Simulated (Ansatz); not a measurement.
# Pb₂Au: pressure against volume

A database entry relaxed whole under r2SCAN (I4/mcm):

```
CELL_PARAMETERS angstrom
-3.71186 3.71186 2.86095
3.71186 -3.71186 2.86095
3.71186 3.71186 -2.86095
ATOMIC_POSITIONS crystal
Pb 0.66054 0.16054 0.82109
Pb 0.16054 0.33946 0.50000
Pb 0.33946 0.83946 0.17891
Pb 0.83946 0.66054 0.50000
Au 0.25000 0.25000 0.00000
Au 0.75000 0.75000 0.00000
```

The cell was scaled uniformly, its shape held, and the atoms relaxed at each volume with plane-wave PAW DFT (Ansatz 0.2.0; r2SCAN, 500 eV, 8×8×8 Γ-centred mesh, fermi-dirac occupations of width 0.100 eV; no spin, no spin-orbit coupling). One row is withheld.

| volume (Å³/atom) | energy over the lowest (meV/atom) | pressure (GPa) |
| --- | --- | --- |
| 24.702 | 19.6 | 4.45 |
| 25.227 | 8.0 | 2.74 |
| 25.753 | ? | ? |
| 26.279 | 0.0 | -0.10 |
| 26.804 | 2.4 | -1.25 |
| 27.330 | 8.5 | -2.29 |
| 27.855 | 17.7 | -3.20 |

Q: Fit the pressures of the other rows to the third-order Birch-Murnaghan form.

A: With f = [(V₀/V)^(2/3) − 1]/2 and P = 3B₀f(1 + 2f)^(5/2)[1 + 3(B₀′ − 4)f/2], least squares gives V₀ = 26.24 Å³ an atom, B₀ = 62.7 GPa and B₀′ = 5.3; the rows miss the fit by 0.01 GPa. The slope of the energies differs from these pressures by 0.06 GPa, since they are taken to zero smearing while pressures follow the free energy.

Q: What does the withheld row hold?

A: The fit gives 1.24 GPa at 25.753 Å³; the run gave 1.23 GPa and 1.7 meV an atom.

Caveats: the shape of the cell was held, so B₀ is an upper bound where the axes differ in stiffness; 0 K, fixed nuclei; the symmetry was kept, and this need not be the phase that is stable at 0 K; one mesh for all volumes; the relaxed cell lies far from the entry, by an error of the functional or of the entry; pressure is positive in compression.
